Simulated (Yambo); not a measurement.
A G0W0@PBEsol run in Yambo for AlN (wurtzite, space group P6_3mc, No. 186) (6×6×4 Γ-centred k mesh, 77 bands and a 8 Ry block in the screening, 77 bands in G with the Bruneval-Gonze terminator, plasmon pole fitted at 27.2 eV) gives these matrix elements, in eV, at the band edges (Γ → Γ):

| state | E0 | <Vxc> | <Σx> | <Σc(E0)> | Z |
|---|---|---|---|---|---|
| valence edge | 0.000 | -16.891 | -20.883 | 2.977 | 0.795 |
| conduction edge | 4.105 | -12.646 | -8.158 | -3.670 | 0.823 |

Task: Solve the linearised quasiparticle equation for both states, give the gap, and say how exchange and correlation each act on it.

Result: E = E0 + Z(Σx + Σc − Vxc). Valence: 0.000 + 0.795 × (-20.883 + (2.977) − (-16.891)) = -0.81 eV. Conduction: 4.105 + 0.823 × (-8.158 + (-3.670) − (-12.646)) = 4.78 eV. The gap is 5.58 eV, against 4.10 eV in PBEsol. Replacing Vxc by bare exchange alone would open it by 8.48 eV; correlation takes back 6.65 eV of that, and Z scales what is left. Nearest settings tried, and what they do to the gap: 49 bands in W, 49 bands in G: -6 meV; 3 Ry block (35 vectors against 123): -358 meV. Not varied: mesh. So the settings aren't converged at that level. 

Geometry relaxed with PBEsol; primitive cell a = b = 3.1131 Å, c = 4.9828 Å, α = β = 90.00°, γ = 120.00°.
